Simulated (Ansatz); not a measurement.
NaC3O3 — electric field gradients

The cell is an entry of the Crystallography Open Database (COD), ions relaxed with PBE at fixed cell.

```cif
data_NaC3O3
_symmetry_space_group_name_H-M 'Fddd:1'
_symmetry_Int_Tables_number 70
_cell_length_a 7.9248
_cell_length_b 11.4835
_cell_length_c 14.3208
_cell_angle_alpha 90.000
_cell_angle_beta 90.000
_cell_angle_gamma 90.000
loop_
_atom_site_label
_atom_site_type_symbol
_atom_site_symmetry_multiplicity
_atom_site_Wyckoff_symbol
_atom_site_fract_x
_atom_site_fract_y
_atom_site_fract_z
Na Na 16 f 0.2500 0.3969 0.2500
C5 C 16 g 0.7500 0.7500 0.6468
C9 C 32 h 0.9103 0.7425 0.6988
O17 O 16 g 0.7500 0.7500 0.9406
O21 O 32 h 0.4529 0.2305 0.3435
```

One atom of each set is listed; the run and its k-mesh use a cell of 28 atoms with edges of 9.18, 8.18, 6.98 Å.

The numbers come from a DFT calculation in Ansatz (r2SCAN, plane waves and PAW, scalar-relativistic, 500 eV cutoff, Γ-centred 5×5×5 k-points, Fermi–Dirac smearing 0.05 eV).

V_zz is the principal component of the electric field gradient with the largest magnitude, η = (V_xx − V_yy)/V_zz and C_Q = eQV_zz/h.

²³Na: I = 3/2, Q = 104.0 mb; O-17: I = 5/2, Q = -25.58 mb. Nuclear quadrupole moments: year-2017 set (Pyykkö).

(1) Which values are expected at the nuclei?

Results:

(1) 

```json
{"site": "Na", "atoms": "4", "first shell": "8 O at 2.46–2.83 Å", "V_zz (10²¹ V/m²)": "-0.45", "η": "0.33", "C_Q (MHz)": "-1.13"}
{"site": "C5", "atoms": "4", "first shell": "1 O at 1.25 Å, 2 C at 1.48 Å; also 2 Na at 3.12 Å", "V_zz (10²¹ V/m²)": "3.70", "η": "0.40", "C_Q (MHz)": "–"}
{"site": "C9", "atoms": "8", "first shell": "1 O at 1.25 Å, 2 C at 1.48 Å; also 3 Na at 3.13–3.31 Å", "V_zz (10²¹ V/m²)": "3.81", "η": "0.36", "C_Q (MHz)": "–"}
{"site": "O17", "atoms": "4", "first shell": "1 C at 1.25 Å; also 2 Na at 2.46 Å", "V_zz (10²¹ V/m²)": "-16.30", "η": "0.04", "C_Q (MHz)": "10.1"}
{"site": "O21", "atoms": "8", "first shell": "1 C at 1.25 Å; also 3 Na at 2.47–2.83 Å", "V_zz (10²¹ V/m²)": "-16.20", "η": "0.03", "C_Q (MHz)": "10.0"}
```

At C5 and C9 V_zz stands upright on the plane through its three neighbours (within 2°) in each case.

C has no stable isotope with a ground-state quadrupole moment in the table, so no C_Q is given.

The largest force is 0.6 eV/Å, so the atoms aren't at the calculated equilibrium and relaxing them would move these values.

Hardware: 2 threads of Arm Neoverse N1 (aarch64; 40 cores open to the job, memory cap 5.0 GiB, no GPU), a shared host with a load of 0.8 a core. Wall time 3.3 min, CPU time 6.6 min, peak memory 2.1 GiB.
